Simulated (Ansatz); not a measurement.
YPd3:
```
YPd3
1.0
    4.05697     0.00000     0.00000
    0.00000     4.05697     0.00000
    0.00000     0.00000     4.05697
Y Pd
1 3
Cartesian
  0.00000   0.00000   0.00000
  2.02848   2.02848   0.00000
  0.00000   2.02848   2.02848
  2.02848   0.00000   2.02848
```

Relaxed with PBEsol. Special points in fractions of this cell's reciprocal vectors: Γ (0.000, 0.000, 0.000); X (0.000, 0.500, 0.000); M (0.500, 0.500, 0.000); R (0.500, 0.500, 0.500).

Problem. List the band energies nearest the Fermi level at these points for DFT-PBEsol with spin–orbit coupling in the program Ansatz with PAW potentials.

Solution. In eV from the Fermi level; about four levels below and three above (degenerate sets whole), none deeper than 8.9 eV; points with the same levels are listed once.

```
k                    below                above
-  -----------------------  -------------------
Γ  -0.43 -0.43 -0.09 -0.09  0.08 0.08 0.08 0.08
X  -1.42 -1.42 -0.79 -0.79  0.03 0.03 2.30 2.30
M  -1.25 -1.25 -0.76 -0.76  2.13 2.13 2.14 2.14
R  -0.25 -0.25 -0.25 -0.25  0.73 0.73 1.86 1.86
```

Space group Pm-3m (Cu3Au type). The workflow started from a Materials Project entry (that database holds measured and hypothetical structures alike); the Crystallography Open Database files this formula in space group No. 221, but the cells were not matched. Whether it is the stable phase at ambient conditions was not checked. The cell was relaxed with PBEsol under the symmetry of its start; of distortions, only those at the zone centre were tested. The run is not spin-polarised.

Potentials: the later of the program's two PAW sets.
